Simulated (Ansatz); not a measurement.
**CaMg: hydrostatic pressure series**

Computed with Ansatz, DFT r2SCAN, scalar-relativistic, plane waves, PAW. Settings: 500 eV cutoff, 10×10×10 k-mesh, Gaussian smearing of 0.10 eV, no spin polarisation.

Reference structure (relaxed):

```yaml
crystal:
  lattice:
    - [3.96975, 0.00000, 0.00000]
    - [0.00000, 3.96975, 0.00000]
    - [0.00000, 0.00000, 3.96975]
  atoms:
    - { symbol: Ca, position: [0.00000, 0.00000, 0.00000] }
    - { symbol: Mg, position: [0.50000, 0.50000, 0.50000] }
```

Cell and atoms are relaxed at each pressure within the symmetry of the start, at zero temperature, so transitions that lower the symmetry aren't seen. The k-mesh given is that at zero pressure and may differ at others. a, b and c are the lengths of the cell vectors above. ΔH is E + PV over the energy at zero pressure.

| P (GPa) | V (Å³/atom) | V/V0 | a (Å) | b (Å) | c (Å) | ΔH (eV/atom) |
| --- | --- | --- | --- | --- | --- | --- |
| -1 | 32.62 | 1.043 | 4.026 | 4.026 | 4.026 | -0.199 |
| 0 | 31.28 | 1.000 | 3.970 | 3.970 | 3.970 | 0.000 |
| 1 | 30.22 | 0.966 | 3.924 | 3.924 | 3.924 | 0.192 |
| 4 | 27.74 | 0.887 | 3.814 | 3.814 | 3.814 | 0.733 |
| 12 | 23.76 | 0.760 | 3.622 | 3.622 | 3.622 | 2.010 |
| 25 | 20.17 | 0.645 | 3.429 | 3.429 | 3.429 | 3.779 |
| 50 | 16.56 | 0.529 | 3.211 | 3.211 | 3.211 | 6.609 |
| 90 | 13.51 | 0.432 | 3.001 | 3.001 | 3.001 | 10.330 |